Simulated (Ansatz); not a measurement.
CoSn: from a starting cell to a relaxed one

The start is a relaxed CoSn cell with one Co and one Sn atom exchanged in a cell of 6 atoms. A full variable-cell relaxation at zero pressure is run with r2SCAN (plane waves to 500 eV, PAW, scalar-relativistic; Ansatz, an electronic-structure program). The first steps use a coarse 7×7×8 k-mesh.

Input geometry:
```
CELL_PARAMETERS angstrom
      5.24162     0.00000     0.00000
     -2.62081     4.53938     0.00000
      0.00000     0.00000     4.18794
ATOMIC_POSITIONS crystal
  Co 0.50000 0.00000 0.00000
  Co 0.50000 0.50000 0.00000
  Sn 0.00000 0.50000 0.00000
  Co 0.00000 0.00000 0.00000
  Sn 0.33333 0.66667 0.50000
  Sn 0.66667 0.33333 0.50000
```

Q: What pressure does the first self-consistent step give?

A: +14.7 GPa (positive: the cell is compressed).

Q: How much energy is released per atom?

A: 0.96 eV/atom.

Q: Does it find its way back to the structure it was made from?

A: It relaxes back to the parent, P6/mmm (No. 191).

Final values are on a 10×10×11 k-mesh of the relaxed cell. No spin polarisation in the result. A magnetic state may lie lower.

The run could not lose the symmetry of its start.
